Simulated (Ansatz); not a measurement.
YN:
```yaml
crystal:
  lattice:
    - [0.00000, 2.44795, 2.44795]
    - [2.44795, 0.00000, 2.44795]
    - [2.44795, 2.44795, 0.00000]
  atoms:
    - { symbol: Y, position: [0.00000, 0.00000, 0.00000] }
    - { symbol: N, position: [0.50000, 0.50000, 0.50000] }
```

Relaxed with r²SCAN.

### Question
Map the electron localisation function on the plane through (0.000, 0.000, 0.000) spanned by u = [1, 0, 0] and v = [0, 1, -1] in lattice vectors, from r²SCAN (plane waves, PAW; program Ansatz).

### Answer
x is the fraction of u, y of v (the angle between them is 90°; rows are the nearest grid lines); atoms in the plane: Y at (0.00, 0.00), N at (0.50, 0.50).
```
|359994000000499953|
|579983000000389975|
|999971013310179999|
|999830146641038999|
|987311578875113789|
|431015899998510134|
|000158998899851000|
|001479975579974100|
|003689850058986300|
|003689850058986300|
|001479975579974100|
|000158998899851000|
|431015899998510134|
|987311578875113789|
|999830146641038999|
|999971013310179999|
|579983000000389975|
|359994000000499953|
```
Scale: ten equal steps from 0.051 (start of '0') to 0.865 (end of '9'), in the order '0123456789'; x runs from 0.000 to 1.00, y from 0.000 (bottom) to 1.00 (top).

The density is the valence pseudo-density with augmentation charge, so density and ELF within about 1 Å of a nucleus are not all-electron values.

Space group Fm-3m (rock salt). The r²SCAN relaxation kept the symmetry of its start. The run is not spin-polarised.

Potentials: the earlier of the program's two PAW sets.
